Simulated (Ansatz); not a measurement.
Cost of a DFT run on InSe

```yaml
crystal:
  lattice:
    - [4.0499987506, 0.0, 0.0]
    - [-2.0249993753, 3.5074018033, 0.0]
    - [0.0, 0.0, 16.93]
  atoms:
    - { symbol: In, position: [0.3333333333, 0.6666666667, 0.1672880857] }
    - { symbol: In, position: [0.6666666667, 0.3333333333, 0.6672880857] }
    - { symbol: In, position: [0.3333333333, 0.6666666667, 0.3327119143] }
    - { symbol: In, position: [0.6666666667, 0.3333333333, 0.8327119143] }
    - { symbol: Se, position: [0.3333333333, 0.6666666667, 0.5917978027] }
    - { symbol: Se, position: [0.6666666667, 0.3333333333, 0.0917978027] }
    - { symbol: Se, position: [0.3333333333, 0.6666666667, 0.9082021973] }
    - { symbol: Se, position: [0.6666666667, 0.3333333333, 0.4082021973] }
kpoints:
  mp_grid: { grid: [13, 13, 3] }
scf:
  occupations: { method: fermi_dirac, width: 0.05 }
hamiltonian:
  xc: pbe
  pseudopotentials: { kind: paw_fr }
output:
  forces: true
  stress: true
  populations: true
  efg: { quadrupole_moments_barn: { In: 0.772 }, contact_densities: true }
magnetization:
  noncollinear: true
  spin_orbit: true
```

```sh
ansatz run input.yaml --threads 1 --pin off --max-ram 3072MiB --backend cpu --events-out ev --progress --plain --runs-dir out
```

It runs on 1 thread of Intel Xeon 6975P-C (Granite Rapids) (x86_64; 16 cores open to the job, memory cap 3.0 GiB, no GPU), a shared host with a load of 0.4 a core.

(1) Estimate the wall time and the peak memory.

Results:

(1) About 4.4 min of wall time (4.4 min of CPU time) and 2.3 GiB. The run holds 116 valence electrons in 140 bands, about 4701 plane waves a k-point and 42 irreducible k-points, and took 10 SCF iterations. Times on a shared host vary by tens of per cent.
